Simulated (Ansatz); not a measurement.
LaMg2: vacancy hop by nudged elastic band (Ansatz)

Run with:

```bash
ansatz run input.yaml --threads 4 --pin off --max-ram 8192MiB --backend cpu --events-out ev --progress --plain --runs-dir out
```

The input file (Ansatz 0.2.0, plane waves):

```yaml
crystal:
  lattice:
    - [0.0, 4.41923695, 4.41923695]
    - [4.41923695, 0.0, 4.41923695]
    - [8.8384739, 8.8384739, 0.0]
  atoms:
    - { symbol: La, position: [-0.00074807, 0.00195937, 0.00119786] }
    - { symbol: La, position: [0.24796158, 0.25014194, 0.12623287] }
    - { symbol: Mg, position: [0.6262513, 0.62889425, 0.31157047] }
    - { symbol: Mg, position: [0.62429608, 0.62058026, 0.06283756] }
    - { symbol: Mg, position: [0.62706786, 0.12490736, 0.31039664] }
    - { symbol: La, position: [0.00047552, 0.00624831, 0.49909849] }
    - { symbol: La, position: [0.24893395, 0.25109249, 0.62635336] }
    - { symbol: Mg, position: [0.62455506, 0.62992203, 0.80816675] }
    - { symbol: Mg, position: [0.12527781, 0.61899532, 0.81185639] }
    - { symbol: Mg, position: [0.62801239, 0.61815803, 0.56377771] }
    - { symbol: Mg, position: [0.61981261, 0.12935698, 0.81451762] }
kpoints:
  mp_grid: { grid: [3, 3, 2] }
magnetization:
  spin_polarized: false
scf:
  occupations: { method: fermi_dirac, width: 0.1 }
hamiltonian:
  pseudopotentials: { kind: paw }
  xc: pbesol
basis:
  ecutwfc: 420
neb:
  images: 5
  relax_end_points: true
  climbing: true
  f_tol: 0.05
  max_iterations: 40
  order_check: false
  final_atoms:
    - { symbol: La, position: [-0.00074807, 0.00195937, 0.00119786] }
    - { symbol: La, position: [0.24796158, 0.25014194, 0.12623287] }
    - { symbol: Mg, position: [0.12713446, 0.62637234, 0.31210037] }
    - { symbol: Mg, position: [0.62429608, 0.62058026, 0.06283756] }
    - { symbol: Mg, position: [0.62706786, 0.12490736, 0.31039664] }
    - { symbol: La, position: [0.00047552, 0.00624831, 0.49909849] }
    - { symbol: La, position: [0.24893395, 0.25109249, 0.62635336] }
    - { symbol: Mg, position: [0.62455506, 0.62992203, 0.80816675] }
    - { symbol: Mg, position: [0.12527781, 0.61899532, 0.81185639] }
    - { symbol: Mg, position: [0.62801239, 0.61815803, 0.56377771] }
    - { symbol: Mg, position: [0.61981261, 0.12935698, 0.81451762] }
```

Origin of the cell: a database entry, scaled a little.

The cell is 1×1×2 cells of LaMg2 with one Mg taken out; atom 3 (Mg) hops into the empty site, 3.12 Å away before the end points are relaxed. All atoms were shaken by about 0.02 Å first.

Output (shortened):

```
SCF iter   1: F=—  HF=-38029.447916 eV  Δρ=2.65e-3  dr2=5.24e-2
SCF iter   2: F=—  HF=-38029.437196 eV  Δρ=1.45e-3  dr2=1.79e-2
SCF iter   3: F=—  HF=-38029.434281 eV  Δρ=3.73e-4  dr2=1.56e-3
[… 3 lines left out …]
SCF iter   7: F=—  HF=-38029.434153 eV  Δρ=7.31e-6  dr2=9.17e-7
SCF iter   8: F=—  HF=-38029.434153 eV  Δρ=3.10e-6  dr2=1.48e-7
SCF iter   9: F=-38029.434153 eV  HF=-38029.434153 eV  Δρ=1.55e-6  dr2=2.77e-8
NEB iter   1: max|band force component| = 1.020e0 eV/Å  barrier→ = 0.7017 eV  barrier← = 0.6975 eV  Δτ_max = 0.1180 Å  (63 SCF iters)
NEB iter   2: max|band force component| = 4.960e-1 eV/Å  barrier→ = 0.4623 eV  barrier← = 0.4581 eV  CI = image 3  Δτ_max = 0.1375 Å  (40 SCF iters)
NEB iter   3: max|band force component| = 6.902e-2 eV/Å  barrier→ = 0.3821 eV  barrier← = 0.3779 eV  CI = image 3  Δτ_max = 0.1693 Å  (40 SCF iters)
NEB iter   4: max|band force component| = 1.495e-1 eV/Å  barrier→ = 0.3617 eV  barrier← = 0.3575 eV  CI = image 3  Δτ_max = 0.0802 Å  (40 SCF iters)
NEB iter   5: max|band force component| = 8.156e-2 eV/Å  barrier→ = 0.3525 eV  barrier← = 0.3484 eV  CI = image 3  Δτ_max = 0.0323 Å  (40 SCF iters)
NEB iter   6: max|band force component| = 3.764e-2 eV/Å  barrier→ = 0.3494 eV  barrier← = 0.3452 eV  CI = image 3  Δτ_max = 0.0000 Å  (31 SCF iters)
--- NEB band (7 images, 6 band iterations, 254 SCF iterations, 55 more in tests of the images' electronic states and relaxations of end points) ---
  forward barrier  = 0.349396 eV
  backward barrier = 0.345209 eV
  lagrangian_above_aufbau_ev (what the smearing adds, to first order; not taken off the barriers): saddle image -0.200740 eV, end points -0.169880 and -0.186156 eV
  climbing image's point = of an order that was not read
  energies are F+E_penalty+E_count in eV, relative to image 0
  image     s (Å)  Δ vs image 0  max|band force component| (eV/Å)
      0    0.0000      0.000000                                 —
      1    0.5778      0.066322                          1.123e-2
      2    1.1556      0.241427                          2.911e-2
  *   3    1.7332      0.349396                          3.764e-2
      4    2.3128      0.241228                          2.910e-2
      5    2.8924      0.068033                          9.499e-3
      6    3.4722      0.004187                                 —
```

The converged band:

```
image  path over all atoms (Å)  ΔF (eV)  Mg x     y  z (Å)
    0                     0.00    0.000  5.53  5.52   5.52
    1                     0.58    0.066  5.66  5.22   5.20
    2                     1.16    0.241  5.73  4.87   4.79
    3                     1.73    0.349  5.75  4.47   4.36
    4                     2.31    0.241  5.73  4.04   3.97
    5                     2.89    0.068  5.66  3.63   3.61
    6                     3.47    0.004  5.53  3.31   3.32
```

Relaxed start, forces in eV/Å:

```xyz
11
Lattice="0.000 4.419 4.419 4.419 0.000 4.419 8.838 8.838 0.000" Properties=species:S:1:pos:R:3:forces:R:3 pbc="T T T" image=0
La    0.031   -0.050   -0.042    0.002   -0.008    0.003
La    2.158    2.204    2.273   -0.005    0.004    0.004
Mg    5.525    5.521    5.524    0.000    0.000    0.000
Mg    3.333    3.328    5.509    0.000    0.000   -0.001
Mg    3.316    5.521    3.315    0.000   -0.001    0.000
La    4.471    4.418   -0.061    0.007   -0.003   -0.004
La    6.601    6.676    2.253   -0.003    0.007   -0.003
Mg    9.944    9.941    5.525    0.000   -0.001    0.000
Mg    9.944    7.731    3.315    0.000    0.000    0.001
Mg    7.717    7.715    5.541    0.000    0.000    0.000
Mg    7.734    9.941    3.316    0.000    0.001   -0.001
```

Highest image (3), forces in eV/Å:

```xyz
11
Lattice="0.000 4.419 4.419 4.419 0.000 4.419 8.838 8.838 0.000" Properties=species:S:1:pos:R:3:forces:R:3 pbc="T T T" image=3
La   -0.008    0.157   -0.155    0.005   -0.003    0.005
La    2.020    2.057    2.363   -0.006    0.004   -0.002
Mg    5.754    4.471    4.364   -0.038    0.003   -0.004
Mg    3.194    3.347    5.497    0.012    0.017   -0.015
Mg    3.103    5.591    3.243    0.029   -0.016    0.013
La    4.649    4.155    0.247   -0.009   -0.003    0.000
La    6.740    6.805    2.040   -0.010    0.007   -0.005
Mg    9.903    9.947    5.556    0.009    0.001   -0.004
Mg    9.903    7.706    3.308    0.009    0.005   -0.003
Mg    7.822    7.678    5.574    0.002   -0.006    0.007
Mg    7.690    9.933    3.322   -0.003   -0.010    0.008
```

Relaxed end, forces in eV/Å:

```xyz
11
Lattice="0.000 4.419 4.419 4.419 0.000 4.419 8.838 8.838 0.000" Properties=species:S:1:pos:R:3:forces:R:3 pbc="T T T" image=6
La    0.044    0.042    0.047    0.000    0.000    0.002
La    2.142    2.140    2.213    0.000    0.000    0.000
Mg    5.525    3.314    3.316    0.000    0.000    0.000
Mg    3.335    3.333    5.513    0.000    0.000    0.000
Mg    3.316    5.523    3.315    0.000    0.000    0.000
La    4.486    4.484    0.000    0.000    0.000   -0.001
La    6.587    6.585    2.160    0.000    0.000   -0.001
Mg    9.943    9.941    5.524    0.000    0.000    0.000
Mg    9.943    7.732    3.314    0.000    0.000    0.000
Mg    7.714    7.712    5.536    0.000    0.000    0.000
Mg    7.733    9.941    3.314    0.001    0.000    0.000
```

Barrier of this path: 0.35 eV forwards, 0.35 eV backwards, after 6 band iterations.

Caveats: no spin-orbit coupling, though heavy elements are present; the k mesh is coarse if the cell is a metal; a small cell with a neutral vacancy and no spin, whose shape can make like sites unlike; the cell is held at a rescaled volume, and strain moves barriers; the hop was drawn among near neighbours and need not be the easiest path; few images and a loose tolerance, and neither the top nor the ends were tested for their order.

It ran for 6.1 min on 4 threads of Arm Neoverse V1 (shared host), peak memory 1.9 GiB, from the program's own first density.
